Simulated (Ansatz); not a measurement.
Total density of states per atom from r²SCAN in the plane-wave PAW code Ansatz, in 0.25 eV bins, energy from the valence-band maximum:

```tsv
E (eV)	states/eV/atom
-7.85	0.00
-7.60	0.00
-7.35	0.00
-7.10	0.00
-6.85	0.00
-6.60	0.00
-6.35	0.00
-6.10	0.00
-5.85	0.00
-5.60	0.00
-5.35	0.00
-5.10	0.00
-4.85	0.00
-4.60	0.00
-4.35	0.00
-4.10	0.00
-3.85	0.11
-3.60	0.22
-3.35	0.40
-3.10	0.65
-2.85	0.70
-2.60	0.64
-2.35	0.51
-2.10	1.31
-1.85	1.74
-1.60	2.19
-1.35	1.25
-1.10	0.89
-0.85	0.72
-0.60	0.51
-0.35	0.14
-0.10	0.03
0.15	0.00
0.40	0.00
0.65	0.00
0.90	0.03
1.15	0.06
1.40	0.08
1.65	0.11
1.90	0.13
2.15	0.16
2.40	0.18
2.65	0.21
2.90	0.24
3.15	0.28
3.40	0.34
3.65	0.38
3.90	0.39
4.15	0.42
4.40	0.42
4.65	0.38
4.90	0.43
5.15	0.47
5.40	0.52
```

Question: Which of these materials gives this?
A. YIn2Ni, Cmcm (Ni on 4c, Y on 4c, In on 8f)
B. HfN, NiAs type
C. YN, rock salt
D. RbBr, rock salt

Answer: C, YN, rock salt. Top 1 eV of the valence band: N 2p 81 %, Y 4d 15 %. Bottom 1 eV of the conduction band: Y 4d 86 %, N 2p 13 %. Projections are on Löwdin-orthogonalised atomic valence shells; empty p or d shells of many metals are not among them.

Space group Fm-3m (rock salt). Symmetry was held in the r²SCAN relaxation. The run is not spin-polarised. Spin–orbit coupling is left out wherever it is not named.

Potentials: the later of the program's two PAW sets.
